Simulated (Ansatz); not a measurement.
Theory: DFT PBE, scalar-relativistic, plane waves, PAW (Ansatz 0.2.0). All cells share a 420 eV cutoff and Γ-centred k meshes spaced at most about 0.3 Å⁻¹ (about 0.25 or finer for metals, 2π included). No spin polarisation in the final relaxations.

Temperature and zero-point effects are left out.

Compare these two cells of Zr₃ZnN₂, each relaxed at this level.

A.

```yaml
crystal:
  lattice:
    - [5.97028, 0.00000, 0.00000]
    - [-2.98514, 5.17042, 0.00000]
    - [0.00000, 0.00000, 3.09375]
  atoms:
    - { symbol: Zr, position: [0.50000, 0.00000, 0.00000] }
    - { symbol: Zr, position: [0.00000, 0.50000, 0.00000] }
    - { symbol: Zr, position: [0.50000, 0.50000, 0.00000] }
    - { symbol: Zn, position: [0.00000, 0.00000, 0.00000] }
    - { symbol: N, position: [0.33333, 0.66667, 0.50000] }
    - { symbol: N, position: [0.66667, 0.33333, 0.50000] }
```

B.

```yaml
crystal:
  lattice:
    - [5.96676, 0.00000, 0.00000]
    - [-2.98338, 5.16736, 0.00000]
    - [0.00000, 0.00000, 3.04021]
  atoms:
    - { symbol: Zr, position: [0.50000, 0.50000, 0.50000] }
    - { symbol: Zr, position: [0.50000, 0.00000, 0.50000] }
    - { symbol: Zr, position: [0.00000, 0.50000, 0.50000] }
    - { symbol: Zn, position: [0.00000, 0.00000, 0.00000] }
    - { symbol: N, position: [0.66667, 0.33333, 0.00000] }
    - { symbol: N, position: [0.33333, 0.66667, 0.00000] }
```

Question: Which is lower in energy, and by how much?

Answer: A is lower, by 44 meV/atom. A has space group P6/mmm (No. 191), 15.9 Å³/atom and no gap on its mesh; B has space group P6/mmm (No. 191), 15.6 Å³/atom and no gap. Counting N atoms around Zn and Zr (those within 1.25 times the shortest such distance or 1.15 times the sum of covalent radii, 1.27 where that leaves under three; the shortest distance is added where it exceeds 1.18 times the sum of covalent radii), A has Zr 4, Zn 12 from 3.8 Å and B has Zr 4, Zn 6 from 3.4 Å. Both come from invented guesses.

Cells relaxed within their symmetry can be saddle points.
